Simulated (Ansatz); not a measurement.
Y2Ni12As7:
```
CELL_PARAMETERS angstrom
      9.28907     0.00000     0.00000
     -4.64453     8.04457     0.00000
      0.00000     0.00000     3.81022
ATOMIC_POSITIONS crystal
  Y  0.66667 0.33333 0.00000
  Y  0.33333 0.66667 0.50000
  Ni 0.05813 0.62183 0.00000
  Ni 0.56370 0.94187 0.00000
  Ni 0.37817 0.43630 0.00000
  Ni 0.27889 0.12811 0.00000
  Ni 0.84922 0.72111 0.00000
  Ni 0.87189 0.15078 0.00000
  Ni 0.42589 0.04939 0.50000
  Ni 0.62350 0.57411 0.50000
  Ni 0.95061 0.37650 0.50000
  Ni 0.09544 0.88608 0.50000
  Ni 0.79064 0.90456 0.50000
  Ni 0.11392 0.20936 0.50000
  As 0.28980 0.88525 0.00000
  As 0.59545 0.71020 0.00000
  As 0.11475 0.40455 0.00000
  As 0.40545 0.29781 0.50000
  As 0.89236 0.59455 0.50000
  As 0.70219 0.10764 0.50000
  As 0.00000 0.00000 0.00000
```

Relaxed with r²SCAN. Special points in fractions of this cell's reciprocal vectors: Γ (0.000, 0.000, 0.000); M (0.500, 0.000, 0.000); K (0.333, 0.333, 0.000); A (0.000, 0.000, 0.500); L (0.500, 0.000, 0.500); H (0.333, 0.333, 0.500).

**Question.** List the band energies nearest the Fermi level at these points for plane-wave PAW r²SCAN (Ansatz code).

**Answer.** In eV from the Fermi level; about four levels below and three above (degenerate sets whole), none deeper than 8.9 eV; points with the same levels are listed once.

```csv
k,below,above
Γ,-0.91 -0.70 -0.70 -0.38,0.12 0.12 0.17 0.17
M,-0.61 -0.56 -0.23 -0.12,0.04 0.29 0.64
K,-0.57 -0.51 -0.24 -0.15,0.13 0.27 0.47
A,-0.08 -0.08 -0.06 -0.06,0.28 0.50 0.69
L,-0.51 -0.25 -0.20 -0.03,0.20 0.49 0.74
H,-0.55 -0.21 -0.20 -0.14,0.27 0.67 0.78
```

Space group P-6. The first step of the workflow began from a Materials Project structure, measured or hypothetical; the Crystallography Open Database copy checked does not list it. Whether it is the stable phase at ambient conditions was not checked. The cell was relaxed with r²SCAN under the symmetry of its start; whether a distortion lowers the energy is not shown. No spin polarisation was allowed. Spin–orbit coupling is left out wherever it is not named.

Potentials: the later of the program's two PAW sets.
